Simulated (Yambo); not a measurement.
A BSE run in Yambo for Na$_{2}$CO$_{3}$ (space group C2/m, No. 12) (PBEsol bands; 4×4×4 mesh, 15 valence and 9 conduction bands, static screening with 89 bands and a 3 Ry block, scissor 2.97 eV, Tamm-Dancoff; field along x) gives:

```json
[
 {"state": "1", "energy (eV)": "4.30", "states within 2 meV": "1", "relative strength": "< 0.01", "class": "dark"},
 {"state": "2", "energy (eV)": "4.31", "states within 2 meV": "1", "relative strength": "< 0.01", "class": "dark"},
 {"state": "3", "energy (eV)": "5.85", "states within 2 meV": "1", "relative strength": "< 0.01", "class": "dark"},
 {"state": "4", "energy (eV)": "5.88", "states within 2 meV": "1", "relative strength": "< 0.01", "class": "dark"},
 {"state": "5", "energy (eV)": "5.92", "states within 2 meV": "1", "relative strength": "< 0.01", "class": "dark"}
]
```

Axes are Cartesian, with cell vectors (Å) (4.39, -2.63, 0.00), (4.39, 2.63, 0.00), (-1.35, 0.00, 5.77).

### Question
What changes when the screening block is changed to 1 Ry?

### Answer
The lowest state goes from 4.302 eV to 4.287 eV, and its distance below the direct gap from 2.848 eV to 2.863 eV. These are vertical excitations (zero momentum). The scissor comes from a G0W0 run whose convergence isn't established.

Geometry of the Materials Project entry, not relaxed at this level; primitive cell a = b = 5.121 Å, c = 5.922 Å, α = β = 101.29°, γ = 61.87°.
